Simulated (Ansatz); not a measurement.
Relaxed (111) slab cut from AlNi (space group Pm-3m (No. 221)); the slab's formula is Al7Ni6, its outer planes Al (top) and Al (bottom):

```
CELL_PARAMETERS angstrom
4.04771 0.00000 0.00000
-2.02386 3.50542 0.00000
0.00000 0.00000 24.91483
ATOMIC_POSITIONS crystal
Al 0.66667 0.33333 0.30411
Ni 0.00000 0.00000 0.33781
Al 0.33333 0.66667 0.36431
Ni 0.66667 0.33333 0.40154
Al 0.00000 0.00000 0.43470
Ni 0.33333 0.66667 0.46543
Al 0.66667 0.33333 0.50000
Ni 0.00000 0.00000 0.53457
Al 0.33333 0.66667 0.56530
Ni 0.66667 0.33333 0.59846
Al 0.00000 0.00000 0.63569
Ni 0.33333 0.66667 0.66219
Al 0.66667 0.33333 0.69589
```

Theory: Ansatz 0.2.0, DFT PBEsol, scalar-relativistic, plane waves, PAW. Settings: cutoff 420 eV, Γ-centred mesh 9×9×1 on the computed 13-atom cell, Gaussian smearing of 0.10 eV; no spin polarisation. A dipole correction removes the field between periodic images along c.

The potential is the smooth part; its values at the atoms depend on the PAW datasets.

Problem. How does the plane-averaged electrostatic potential energy of an electron run along c, counted from the Fermi level?

Solution. z (Å), V (eV) and a bar:
```
     2.77       4.19 ##############################
     3.05       4.19 ##############################
     3.32       4.18 ##############################
     3.60       4.18 ##############################
     3.88       4.18 ##############################
     4.15       4.18 ##############################
     4.43       4.17 ##############################
     4.71       4.16 ##############################
     4.98       4.14 ##############################
     5.26       4.10 ##############################
     5.54       4.02 ##############################
     5.81       3.85 #############################
     6.09       3.52 #############################
     6.37       2.89 ############################
     6.64       1.68 #########################
     6.92      -0.24 ######################
     7.20      -1.67 ###################
     7.47      -2.74 #################
     7.75      -5.27 ############
     8.03      -9.07 #####
     8.30     -11.51
     8.58     -11.24 #
     8.86      -8.60 ######
     9.14      -5.94 ###########
     9.41      -6.78 #########
     9.69      -9.18 ####
     9.97     -10.17 ###
    10.24      -9.88 ###
    10.52      -7.57 ########
    10.80      -5.73 ###########
    11.07      -7.60 #######
    11.35     -10.29 ##
    11.63     -10.95 #
    11.90      -9.67 ####
    12.18      -6.73 #########
    12.46      -4.86 #############
    12.73      -6.73 #########
    13.01      -9.67 ####
    13.29     -10.95 #
    13.56     -10.29 ##
    13.84      -7.60 #######
    14.12      -5.73 ###########
    14.40      -7.57 ########
    14.67      -9.88 ###
    14.95     -10.17 ###
    15.23      -9.18 ####
    15.50      -6.78 #########
    15.78      -5.94 ###########
    16.06      -8.60 ######
    16.33     -11.24 #
    16.61     -11.51
    16.89      -9.07 #####
    17.16      -5.27 ############
    17.44      -2.74 #################
    17.72      -1.67 ###################
    17.99      -0.24 ######################
    18.27       1.68 #########################
    18.55       2.89 ############################
    18.82       3.52 #############################
    19.10       3.85 #############################
    19.38       4.02 ##############################
    19.66       4.10 ##############################
    19.93       4.14 ##############################
    20.21       4.16 ##############################
    20.49       4.17 ##############################
    20.76       4.18 ##############################
    21.04       4.18 ##############################
    21.32       4.18 ##############################
    21.59       4.18 ##############################
    21.87       4.19 ##############################
    22.15       4.19 ##############################
```

The vacuum level lies 4.19 eV above the Fermi level.

Cost: 1 run of about 2.1 core-minutes, on Intel Xeon 6975P-C (Granite Rapids) (shared hosts).